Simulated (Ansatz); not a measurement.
This cell of Sn (beta-Sn type, space group I4_1/amd) is off equilibrium:

```yaml
crystal:
  lattice:
    - [-2.91651, 2.91651, 1.57919]
    - [2.91651, -2.91651, 1.57919]
    - [2.91651, 2.91651, -1.57919]
  atoms:
    - { symbol: Sn, position: [0.63602, 0.13602, 0.50000] }
    - { symbol: Sn, position: [0.00000, 0.00000, 0.00000] }
```

The numbers are results of PBEsol (plane waves to 420 eV, PAW, scalar-relativistic; Ansatz, an electronic-structure program), not measurements. k mesh 13×13×13 (Γ-centred), Fermi-Dirac smearing 0.05 eV. Energies are smeared free energies. Compression counts positive. With partly filled bands, energies and forces of such displacements shift with the k mesh and the smearing. Sn was relaxed with its symmetry unable to fall.

Question: What forces act on the atoms (eV/Å, Cartesian)?

Answer: 
```
atom     Fx     Fy      Fz
----  -----  -----  ------
Sn1   0.000  0.000   0.111
Sn2   0.000  0.000  -0.111
```

Question: What is the stress tensor (GPa)?

Answer: 
```
   -2.5      0.0      0.0
    0.0      3.0      0.0
    0.0      0.0     -0.2
```
The pressure, a third of the trace, is 0.1 GPa.

Question: In it atom 1 sits (0.000, 0.000, -0.360) Å away from its relaxed site. What is its energy relative to the relaxed cell?

Answer: 23.3 meV/cell.

(For displaced atoms, the force is minus the slope of the energy, and its curvature is a force constant, which sets phonon frequencies.)
